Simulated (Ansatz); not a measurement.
Theory: DFT PBE, scalar-relativistic, plane waves, PAW (Ansatz). Plane waves to 420 eV, a 12×12×4 mesh through Γ for the 8-atom cell and 0.10 eV Gaussian smearing; no spin polarisation.

Formation energies are uncorrected and refer to the elements' standard structures at the same level.

Question: Suggest a trial structure for a tetragonal metal with formula ZrTi3C4, with a formation energy near −0.77 eV/atom and a density near 5.35 g/cm³, in a cell of 8 atoms.

Answer: ZrTi3C4, space group P4/mmm (No. 123). Around Zr lie 6 C at 2.23–2.30 Å, 4 Zr at 3.15 Å and 8 Ti at 3.20 Å; Ti on a site of symmetry 4mm is surrounded by 6 C at 2.13–2.30 Å, 8 Ti at 3.08–3.15 Å and 4 Zr at 3.20 Å; Ti on a site of symmetry 4/mmm is surrounded by 6 C at 2.12–2.23 Å; around C on a site of symmetry 4mm lie 5 Ti at 2.12–2.23 Å and 1 Zr at 2.30 Å; 2 more sites not described.

Space group P4/mmm (No. 123). a = 3.149 Å, b = 3.149 Å, c = 8.857 Å, α = 90.00°, β = 90.00°, γ = 90.00°
```
atom  site  symmetry       x       y       z
  Zr    1a     4/mmm  0.0000  0.0000  0.0000
  Ti    2h       4mm  0.5000  0.5000  0.2593
  Ti    1b     4/mmm  0.0000  0.0000  0.5000
   C    2g       4mm  0.0000  0.0000  0.2602
   C    1d     4/mmm  0.5000  0.5000  0.5000
   C    1c     4/mmm  0.5000  0.5000  0.0000
```

The volume per atom is 10.98 Å³, the density is 5.35 g/cm³ and the formation energy is −0.77 eV/atom. The gap on the 12×12×4 mesh of the 8-atom cell is 0 eV (a metal).

The structure comes from a generated guess, relaxed at this level; another structure or a mixture of phases may lie lower. The answer needn't be unique; the calculation gave this one.

The reference form of C is held partly by dispersion forces, which this level lacks. A structure relaxed within its symmetry needn't be a true minimum.
